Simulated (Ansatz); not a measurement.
Values for one crystal, relaxed and computed with plane-wave PAW HSE06 (Ansatz code); other levels are named.

| Item | Result |
|---|---|
| Volume per atom | 8.01 Å³ |
| Band gap | 4.68 eV (smallest direct gap 4.69 eV) |
| Conduction-band minimum | at Γ |
| Pressure derivative B′ | 4.3 |
| Bulk modulus (Birch–Murnaghan fit) | 78.5 GPa |
| Valence-band maximum | on the Γ–M line, 18 % of the way from Γ |

Question: Which of these materials gives this?
A) Li2O2, P6_3/mmc (Li on 2a, Li on 2c, O on 4f)
B) LiAgF4, C2/c (Li on 4e, Ag on 4d, F on 8f, F on 8f)
C) Li2H6Pt, Fm-3m (Li on 8c, H on 24e, Pt on 4a)
D) Cs2WO2F4, C2/m (Cs on 4i, W on 2a, O on 4i, F on 8j)

Answer: A, Li2O2, P6_3/mmc (Li on 2a, Li on 2c, O on 4f)

The workflow started from a Materials Project entry (that database holds measured and hypothetical structures alike); the Crystallography Open Database files this formula in space group No. 194, but the cells were not matched. Whether it is the stable phase at ambient conditions was not checked. Symmetry was held in the HSE06 relaxation; whether a distortion lowers the energy is not shown. The hybrid was solved on a coarse mesh, the path and, where they were found, the r²SCAN edge points; its band edges are the extreme levels among these.

Potentials: the later of the program's two PAW sets.
